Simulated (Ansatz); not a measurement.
Rh:
```yaml
crystal:
  lattice:
    - [0.00000, 2.75605, 2.75605]
    - [2.75605, 0.00000, 2.75605]
    - [2.75605, 2.75605, 0.00000]
  atoms:
    - { symbol: Rh, position: [0.25000, 0.25000, 0.25000] }
    - { symbol: Rh, position: [0.00000, 0.00000, 0.00000] }
```

Relaxed with PBE. Special points in fractions of this cell's reciprocal vectors: Γ (0.000, 0.000, 0.000); X (0.500, 0.000, 0.500); U (0.625, 0.250, 0.625); K (0.375, 0.375, 0.750); L (0.500, 0.500, 0.500); W (0.500, 0.250, 0.750).

**Question.** List the band energies nearest the Fermi level at these points for DFT-PBE in the program Ansatz with PAW potentials.

**Answer.** In eV from the Fermi level; about four levels below and three above (degenerate sets whole), none deeper than 8.9 eV; points with the same levels are listed once.

```json
[
 {"k": "Γ", "below": "-3.90 -3.90 -3.90 -1.44 -1.44 -1.44", "above": "0.35 0.35 12.49"},
 {"k": "X", "below": "-2.18 -2.18 -2.11 -2.11", "above": "0.29 0.29 2.29 2.29"},
 {"k": "U", "below": "-2.74 -2.40 -2.13 -1.97", "above": "0.42 0.61 1.95"},
 {"k": "L", "below": "-3.66 -0.93 -0.93 -0.68", "above": "0.04 0.04 1.83"},
 {"k": "W", "below": "-2.65 -2.65 -2.14 -2.14", "above": "0.63 0.63 2.61 2.61"}
]
```

Space group Fd-3m (diamond). The cell is a constructed one: a structure type filled with these elements; neither database checked (COD, Materials Project) lists it. It is not the phase usual at ambient conditions (space group No. 225). The PBE relaxation kept the symmetry of its start. At this level the phase is mechanically unstable. No spin polarisation was allowed. Spin–orbit coupling is left out wherever it is not named.

Potentials: the later of the program's two PAW sets.
